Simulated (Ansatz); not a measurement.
ZnO (wurtzite)

```
ZnO
1.0
    3.27946     0.00000     0.00000
   -1.63973     2.84010     0.00000
    0.00000     0.00000     5.29382
Zn O
2 2
Cartesian
  0.00000   1.89340   5.28252
  1.63973   0.94670   2.63561
  0.00000   1.89340   1.99542
  1.63973   0.94670   4.64233
```

Equation-of-state scan: isotropic scaling of the cell above, V₀ being its volume. The atoms relax within the cell's symmetry.

These are PBE (plane waves to 420 eV, PAW, scalar-relativistic; Ansatz, a quantum-chemistry and plane-wave program) values and carry that method's errors. k mesh 12×12×7 (Γ-centred), Fermi-Dirac smearing 0.05 eV. E stands for the smeared free energy. Compression counts positive. With the shape held, the modulus is that of even scaling; a crystal free to change shape is softer. ZnO was relaxed with its symmetry unable to fall. ΔE is measured from the relaxed starting cell.

```json
[
 {"V (Å³/cell)": "44.38", "ΔE (eV/atom)": "0.0599", "P (GPa)": "17.1"},
 {"V (Å³/cell)": "45.36", "ΔE (eV/atom)": "0.0369", "P (GPa)": "12.9"},
 {"V (Å³/cell)": "46.35", "ΔE (eV/atom)": "0.0200", "P (GPa)": "9.1"},
 {"V (Å³/cell)": "47.33", "ΔE (eV/atom)": "0.0085", "P (GPa)": "5.8"},
 {"V (Å³/cell)": "48.32", "ΔE (eV/atom)": "0.0021", "P (GPa)": "2.7"},
 {"V (Å³/cell)": "49.31", "ΔE (eV/atom)": "0.0000", "P (GPa)": "0.0"},
 {"V (Å³/cell)": "50.29", "ΔE (eV/atom)": "0.0019", "P (GPa)": "-2.4"},
 {"V (Å³/cell)": "51.28", "ΔE (eV/atom)": "0.0074", "P (GPa)": "-4.6"},
 {"V (Å³/cell)": "52.27", "ΔE (eV/atom)": "0.0161", "P (GPa)": "-6.6"},
 {"V (Å³/cell)": "53.25", "ΔE (eV/atom)": "0.0276", "P (GPa)": "-8.4"},
 {"V (Å³/cell)": "54.24", "ΔE (eV/atom)": "0.0418", "P (GPa)": "-10.0"}
]
```

Key numbers:

```yaml
pressure_at_the_smallest_volume: 17.1 GPa
energy_cost_of_the_largest_compression: 59.9 meV/atom
energy_cost_of_the_largest_expansion: 41.8 meV/atom
Bulk modulus at fixed cell shape B₀ (third-order Birch-Murnaghan fit): 129 GPa
Pressure derivative B₀′ (fit): 4.4
equilibrium_volume_of_the_fit: 12.33 Å³/atom
Pressure for 5 % compression (fit): 7.4 GPa
```

The 11 points together took around 80 core-seconds (rough).

(A scan under strain: stresses follow from slopes of the energy per volume, elastic moduli from its curvatures.)
